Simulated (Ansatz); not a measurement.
## AgTe₄Au: pressure against volume

A database entry relaxed whole under r2SCAN (P2/c):

```
CELL_PARAMETERS angstrom
9.00856 0.00000 0.06980
0.00000 4.60259 0.00000
-5.78465 0.00000 8.46415
ATOMIC_POSITIONS crystal
Ag 0.50000 0.52221 0.25000
Ag 0.50000 0.47779 0.75000
Te 0.70615 0.03815 0.70618
Te 0.29385 0.03815 0.79382
Te 0.29385 0.96185 0.29382
Te 0.70615 0.96185 0.20618
Te 0.19471 0.39112 0.95693
Te 0.80529 0.39112 0.54307
Te 0.80529 0.60888 0.04307
Te 0.19471 0.60888 0.45693
Au 0.00000 0.00000 0.00000
Au 0.00000 0.00000 0.50000
```

The cell was scaled uniformly, its shape held, and the atoms relaxed at each volume with plane-wave PAW DFT (Ansatz 0.2.0; r2SCAN, 500 eV, 5×7×4 Γ-centred mesh, fermi-dirac occupations of width 0.100 eV; no spin, no spin-orbit coupling). One row is withheld.

```json
{"volume (Å³/atom)": "27.636", "energy over the lowest (meV/atom)": "12.6", "pressure (GPa)": "2.34"}
{"volume (Å³/atom)": "28.224", "energy over the lowest (meV/atom)": "5.5", "pressure (GPa)": "1.47"}
{"volume (Å³/atom)": "28.812", "energy over the lowest (meV/atom)": "?", "pressure (GPa)": "?"}
{"volume (Å³/atom)": "29.400", "energy over the lowest (meV/atom)": "0.0", "pressure (GPa)": "0.01"}
{"volume (Å³/atom)": "29.988", "energy over the lowest (meV/atom)": "1.0", "pressure (GPa)": "-0.61"}
{"volume (Å³/atom)": "30.576", "energy over the lowest (meV/atom)": "4.2", "pressure (GPa)": "-1.14"}
{"volume (Å³/atom)": "31.164", "energy over the lowest (meV/atom)": "9.3", "pressure (GPa)": "-1.63"}
```

Q: Fit the pressures of the other rows to the third-order Birch-Murnaghan form.

A: With f = [(V₀/V)^(2/3) − 1]/2 and P = 3B₀f(1 + 2f)^(5/2)[1 + 3(B₀′ − 4)f/2], least squares gives V₀ = 29.41 Å³ an atom, B₀ = 32.3 GPa and B₀′ = 4.9; the rows miss the fit by less than 0.01 GPa. The slope of the energies differs from these pressures by 0.06 GPa, since they are taken to zero smearing while pressures follow the free energy.

Q: What does the withheld row hold?

A: The fit gives 0.69 GPa at 28.812 Å³; the run gave 0.70 GPa and 1.4 meV an atom.

Caveats: the shape of the cell was held, so B₀ is an upper bound where the axes differ in stiffness; 0 K, fixed nuclei; the symmetry was kept, and this need not be the phase that is stable at 0 K; one mesh for all volumes; the relaxed cell lies far from the entry, by an error of the functional or of the entry; pressure is positive in compression.
